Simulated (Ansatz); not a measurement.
Values for one crystal, relaxed and computed with plane-wave PAW LDA (Ansatz code); other levels are named.

Volume per atom: 18.79 Å³
Band gap: 0.05 eV (indirect)
Elastic constants (relaxed ions, GPa): C11 = 57.5, C22 = 131, C33 = 54.8, C12 = 27.0, C13 = 29.6, C23 = 16.8, C44 = 20.7, C55 = 20.8, C66 = 44.3
Debye temperature from the elastic constants: 321 K
Young's modulus: 63.6 GPa
Zone-centre stability: no imaginary mode at Γ
Conduction-band minimum: on the Γ–X line, 96 % of the way from Γ (k = 0.479, 0.000, 0.000 in fractions of the reciprocal vectors) (2 equivalent valleys)

Pick the material that matches.
(A) Li2S, anti-fluorite
(B) Mg2TeS, R3m (Mg on 3a, Mg on 3a, Te on 3a, S on 3a)
(C) TiGeS3, Pnma (Pearson symbol oP20)
(D) Zn3CdS4, P-43m (Zn on 3c, Cd on 1a, S on 4e)

C, TiGeS3, Pnma (Pearson symbol oP20)

The first step of the workflow began from a Materials Project structure, measured or hypothetical; the Crystallography Open Database files this formula in space group No. 62, but the cells were not matched. Whether it is the stable phase at ambient conditions was not checked. Symmetry was held in the LDA relaxation. No spin polarisation was allowed. A crystal of weakly bound chains computed without a dispersion correction: the cell and the soft elastic constants depend strongly on that. Scalar-relativistic: spin–orbit coupling is off unless named, which matters more the heavier the elements.

Potentials: the later of the program's two PAW sets.
